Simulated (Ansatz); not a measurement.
MgO:
```cif
data_MgO
_chemical_formula_sum 'Mg1 O1'
_space_group_name_H-M_alt 'P 1'
_space_group_IT_number 1
_cell_length_a 2.98042
_cell_length_b 2.98042
_cell_length_c 2.98042
_cell_angle_alpha 60.000
_cell_angle_beta 60.000
_cell_angle_gamma 60.000
loop_
_space_group_symop_operation_xyz
  'x, y, z'
loop_
_atom_site_label
_atom_site_type_symbol
_atom_site_fract_x
_atom_site_fract_y
_atom_site_fract_z
_atom_site_occupancy
Mg1 Mg 0.00000 0.00000 0.00000 1
O1 O 0.50000 0.50000 0.50000 1
```

This is the PBEsol-relaxed structure.

Problem. All from plane-wave PAW PBEsol (Ansatz code), unless another level is named. Estimate the hole effective mass, band 2 of 3 at the edge.

Solution. 2.1 along [100], 2.1 along [110], 3.6 along [111] (mₑ).

Problem. Predict the electron effective mass.

Solution. 0.34 mₑ (isotropic).

Problem. And the valence-band maximum?

Solution. at Γ.

Space group Fm-3m (rock salt). The PBEsol relaxation kept the symmetry of its start. The volume moved by -16 % from the start of the relaxation.

Potentials: the earlier of the program's two PAW sets. The files were generated under PBE; for other functionals the program regenerates the frozen cores, and for LDA and PBEsol the local potential too.

Edges and masses are those of Kohn–Sham bands, whose gap is no quasiparticle gap.
